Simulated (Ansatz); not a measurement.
Total density of states per atom from PBEsol in the plane-wave PAW code Ansatz, in 0.25 eV bins, energy from the valence-band maximum:

| E (eV) | states/eV/atom |
|---|---|
| -7.85 | 0.00 |
| -7.60 | 0.00 |
| -7.35 | 0.00 |
| -7.10 | 0.28 |
| -6.85 | 0.83 |
| -6.60 | 0.34 |
| -6.35 | 0.10 |
| -6.10 | 0.04 |
| -5.85 | 0.28 |
| -5.60 | 0.57 |
| -5.35 | 0.47 |
| -5.10 | 0.95 |
| -4.85 | 0.14 |
| -4.60 | 0.00 |
| -4.35 | 0.07 |
| -4.10 | 0.14 |
| -3.85 | 0.21 |
| -3.60 | 0.36 |
| -3.35 | 0.56 |
| -3.10 | 0.32 |
| -2.85 | 0.61 |
| -2.60 | 0.45 |
| -2.35 | 0.37 |
| -2.10 | 0.83 |
| -1.85 | 0.83 |
| -1.60 | 0.75 |
| -1.35 | 1.07 |
| -1.10 | 1.37 |
| -0.85 | 0.79 |
| -0.60 | 1.01 |
| -0.35 | 1.04 |
| -0.10 | 0.44 |
| 0.15 | 0.00 |
| 0.40 | 0.00 |
| 0.65 | 0.00 |
| 0.90 | 0.00 |
| 1.15 | 0.00 |
| 1.40 | 0.00 |
| 1.65 | 0.00 |
| 1.90 | 0.00 |
| 2.15 | 0.00 |
| 2.40 | 0.00 |
| 2.65 | 0.01 |
| 2.90 | 0.02 |
| 3.15 | 0.05 |
| 3.40 | 0.10 |
| 3.65 | 0.21 |
| 3.90 | 0.41 |
| 4.15 | 0.05 |
| 4.40 | 0.55 |
| 4.65 | 0.40 |
| 4.90 | 0.21 |
| 5.15 | 0.28 |
| 5.40 | 0.51 |
| 5.65 | 0.44 |
| 5.90 | 0.55 |
| 6.15 | 0.51 |
| 6.40 | 0.88 |
| 6.65 | 0.28 |
| 6.90 | 0.12 |
| 7.15 | 0.03 |
| 7.40 | 0.00 |

Q: Which compound is it?
A) La2O3, La2O3 or Ni2Al3 type
B) MgTePb2O6, Fm-3m (Mg on 4a, Te on 4b, Pb on 8c, O on 24e)
C) MgH2, rutile
D) CsSnI3, Pnma (Cs on 4c, Sn on 4a, I on 4c, I on 8d)

A: B, MgTePb2O6, Fm-3m (Mg on 4a, Te on 4b, Pb on 8c, O on 24e). Top 1 eV of the valence band: O 2p 89 %, Pb 6s 8 %. Bottom 1 eV of the conduction band: O 2p 31 %, Pb 6p 25 %, Te 5s 22 %, O 2s 12 %, Mg 3s 7 %. Projections are on Löwdin-orthogonalised atomic valence shells; empty p or d shells of many metals are not among them.

The first step of the workflow began from a Materials Project structure, measured or hypothetical; the Crystallography Open Database files this formula in space group No. 225, but the cells were not matched. Whether it is the stable phase at ambient conditions was not checked. The cell was relaxed with PBEsol under the symmetry of its start; whether a distortion lowers the energy is not shown. Scalar-relativistic: spin–orbit coupling is off unless named, which matters more the heavier the elements.

Potentials: the later of the program's two PAW sets.
